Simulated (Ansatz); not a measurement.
ZrS:
```cif
data_S4Zr4
_chemical_formula_sum 'Zr4 S4'
_space_group_name_H-M_alt 'Fm-3m'
_space_group_IT_number 225
_space_group_name_Hall '-F 4 2 3'
_cell_length_a 5.22429
_cell_length_b 5.22429
_cell_length_c 5.22429
_cell_angle_alpha 90.000
_cell_angle_beta 90.000
_cell_angle_gamma 90.000
loop_
_atom_site_label
_atom_site_type_symbol
_atom_site_symmetry_multiplicity
_atom_site_Wyckoff_symbol
_atom_site_fract_x
_atom_site_fract_y
_atom_site_fract_z
_atom_site_occupancy
Zr1 Zr 4 a 0.00000 0.00000 0.00000 1
S1 S 4 b 0.50000 0.50000 0.50000 1
```
(The calculation used a cell of 2 atoms; values per cell refer to that cell.)

This is the r²SCAN-relaxed structure.

Task: All from r²SCAN (plane waves, PAW; program Ansatz), unless another level is named. Give the formation energy from the elements (no fitted shifts).

Result: -1.57 eV/atom.

Task: Next, the density of states at the Fermi level?

Result: 0.62 states/eV per atom (mean over ±0.08 eV).

Task: Predict the gap with spin–orbit coupling.

Result: none (metallic).

The workflow started from an entry of the Crystallography Open Database (COD), which files this formula under 2 space groups. Whether it is the stable phase at ambient conditions was not checked. Symmetry was held in the r²SCAN relaxation; its stability against distortions is not shown here. The run is not spin-polarised. The references are the lowest solids computed at this level, not always the standard phases. Spin–orbit coupling is left out wherever it is not named.

Potentials: the later of the program's two PAW sets.
